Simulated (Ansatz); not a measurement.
Ti, DFT, LDA, all-electron PAW with datasets made for the crystal, scalar-relativistic (Ansatz 0.2.0), run on 1 thread of AMD EPYC 7R43 64-Core Processor (Zen 3) on a shared host.

Structure from Materials Project entry mp-46 (possibly hypothetical), not relaxed further.

Command: `ansatz run input.yaml --threads 1 --pin off --max-ram 2048MiB --backend cpu --events-out ev --progress --plain --runs-dir out`

```yaml
crystal:
  lattice:
    - [2.9357319231, 0.0, 0.0]
    - [-1.4678659615, 2.5424184241, 0.0]
    - [0.0, 0.0, 4.64085615]
  atoms:
    - { symbol: Ti, position: [0.3333333333, 0.6666666667, 0.25] }
    - { symbol: Ti, position: [0.6666666667, 0.3333333333, 0.75] }
kpoints:
  mp_grid: { grid: [13, 13, 7] }
  band_path:
    path:
      - [0.0, 0.0, 0.0]
      - [0.5, 0.0, 0.0]
      - [0.3333333333, 0.3333333333, 0.0]
      - [0.0, 0.0, 0.0]
      - [0.0, 0.0, 0.5]
      - [0.5, 0.0, 0.5]
      - [0.3333333333, 0.3333333333, 0.5]
      - [0.0, 0.0, 0.5]
      - [0.5, 0.0, 0.5]
    npoints: 8
scf:
  occupations: { method: fermi_dirac, width: 0.05 }
hamiltonian:
  xc: lda
  pseudopotentials: { kind: all_electron, datasets: crystal }
output:
  forces: true
  stress: true
  eigenvalues: true
  efg: { contact_densities: true }
```

(1) How large is the problem that the program sets up?

(2) About how long does it take, and how much memory does it use?

(3) And the same cell and mesh by all-electron LAPW, asked for forces, stress, eigenvalues, fatbands, populations, dos and the same band path, on the same hardware?

(4) And the same cell and mesh by PAW (frozen-core files), asked for forces, stress, eigenvalues, efg, populations, bader, dos, write_density, write_potential, elf and the same band path, on the same hardware?

## Answers

(1) 84 irreducible k-points, 313 plane waves at Γ, 13 bands.

(2) 14 s of wall time for 7 SCF iterations, with a peak of 0.43 GiB. Times on shared machines scatter by tens of per cent.

(3) 26 s, peak memory 0.4 GiB.

(4) 13 s, peak memory 0.42 GiB.
